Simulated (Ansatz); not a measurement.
Method: DFT PBE, scalar-relativistic, plane waves, PAW (Ansatz). All cells share a 420 eV cutoff and Γ-centred k meshes spaced at most about 0.3 Å⁻¹ (about 0.25 or finer for metals, 2π included). No spin polarisation in the final relaxations.

Temperature and zero-point effects are left out.

Two relaxed structures of GaSb4:

A.

```
Ga Sb
1.0
    -4.13378    4.13378    1.90809
     4.13378   -4.13378    1.90809
     4.13378    4.13378   -1.90809
Ga Sb
1 4
Cartesian
  0.0000 0.0000 0.0000
  1.6866 3.2650 0.0000
  2.4472 0.8688 1.9081
  -0.8688 2.4472 1.9081
  5.0026 1.6866 0.0000
```

B.

```
Ga Sb
1.0
     4.53537    0.00000    0.00000
     0.00000    4.53537    0.00000
     0.00000    0.00000    7.28146
Ga Sb
1 4
Direct
  0.50000 0.50000 0.00000
  0.00000 0.50000 0.70241
  0.50000 0.00000 0.70241
  0.00000 0.50000 0.29759
  0.50000 0.00000 0.29759
```

**Question.** Which form is favoured at zero pressure, and by what margin per atom?

**Answer.** B is lower, by 77 meV/atom. A has Ga and Sb ordered on bcc sites, space group I4/m (No. 87), 26.1 Å³/atom and no gap on its mesh; B has space group P4/mmm (No. 123), 30.0 Å³/atom and no gap. Counting Sb atoms around Ga (those within 1.25 times the shortest such distance or 1.15 times the sum of covalent radii, 1.27 where that leaves under three; a plus sign parts nearer from farther groups; the shortest distance is added where it exceeds 1.18 times the sum of covalent radii), A has Ga 8+4 from 3.2 Å and B has Ga 8 from 3.1 Å. B holds Sb–Sb pairs (shortest 2.95 Å); in A the shortest Sb–Sb distance is 3.16 Å, near bonding range too. The lower one is the more open, so pressure narrows the difference. Even the lower one lies +0.12 eV/atom against the reference forms of the elements (uncorrected), so neither is stable at this level. In A, around Ga lie 8 Sb at 3.22 Å, 4 Sb at 3.67 Å and 2 Ga at 3.82 Å; Sb has 6 Sb at 3.16–3.29 Å, 2 Ga at 3.22 Å, 5 Sb at 3.67–3.82 Å and 1 Ga at 3.67 Å. In B, Ga is surrounded by 8 Sb at 3.14 Å; Sb is surrounded by 1 Sb at 2.95 Å, 2 Ga at 3.14 Å and 4 Sb at 3.21 Å. Both come from invented guesses.

These runs have no spin–orbit coupling, which can matter for Sb. Cells relaxed within their symmetry can be saddle points.
